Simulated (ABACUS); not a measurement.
Consider a self-consistent single point of GePd (Pnma, 8 atoms in the cell; from Materials Project mp-1424, changed as shown).

```xyz
8
Lattice="5.8219 0.0000 0.0000 0.0000 3.5728 0.0000 0.0000 0.0000 6.3378" Properties=species:S:1:pos:R:3 pbc="T T T"
Ge     4.7425     2.6796     3.6621
Ge     1.0794     0.8932     2.6758
Ge     3.9903     0.8932     0.4931
Ge     1.8316     2.6796     5.8447
Pd     5.7999     2.6796     1.2105
Pd     0.0220     0.8932     5.1274
Pd     2.9329     0.8932     4.3794
Pd     2.8889     2.6796     1.9585
```

Level of theory: PBEsol, PseudoDojo 0.4 standard norm-conserving PBEsol (tails mended) pseudopotentials (plane waves; ABACUS 3.10.1).

ABACUS settings:

| key | value |
|---|---|
| KPT | Gamma 3 4 2 0 0 0 |
| basis_type | pw |
| ecutwfc | 82 Ry |
| smearing_method | gaussian |
| smearing_sigma | 0.0146997 Ry |
| potentials | PseudoDojo 0.4 standard norm-conserving PBEsol (tails mended) |
| symmetry | 1 |
| ks_solver | dav |
| scf_nmax | 100 |
| scf_thr | 1.0e-09 Ry |
| mixing_type | pulay |

Results:

| Item | Value |
|---|---|
| Number of valence electrons | 128 |
| Number of bands | 77 |
| Number of k-points after the program's reduction | 12 |
| Number of plane waves (most at a k-point) | 11192 |
| Number of SCF iterations | 10 |
| FFT grid | 64 × 40 × 72 |
| Free energy E − TS | -24392.0778 eV |
| Fermi level (on the code's own zero) | 16.17 eV |
| Pressure | -5.06 GPa |
| Largest force (vector length) | 0.064 eV/Å |

Forces (eV/Å):
```
atom      Fx     Fy      Fz
----  ------  -----  ------
Ge1   -0.013  0.000  -0.041
Ge2    0.013  0.000   0.041
Ge3    0.013  0.000  -0.041
Ge4   -0.013  0.000   0.041
Pd5   -0.014  0.000  -0.063
Pd6    0.014  0.000   0.063
Pd7    0.014  0.000  -0.063
Pd8   -0.014  0.000   0.063
```

Stress (GPa, positive for compression):
```
-4.51   0.00   0.00
 0.00  -5.77   0.00
 0.00   0.00  -4.89
```

For comparison: a first run was changed to give this one (volume scaled by 1.02), and from it to this one the free energy goes up by 7.6 meV/atom, the pressure goes from -2.47 to -5.06 GPa and the largest force goes from 0.102 to 0.064 eV/Å.

The structure comes from a collection of computed structures, made at another level of theory; the collection holds predicted forms beside known ones. No clean gap shows at this smearing width and mesh (spacing up to 0.50 Å⁻¹); the mesh is coarse for partly filled bands, so the values carry mesh errors.

Cost on one core: about 4 core-minutes (a rough figure).

“Tails mended”: in these copies of the files the far tail of each local potential was reset to the Coulomb form.
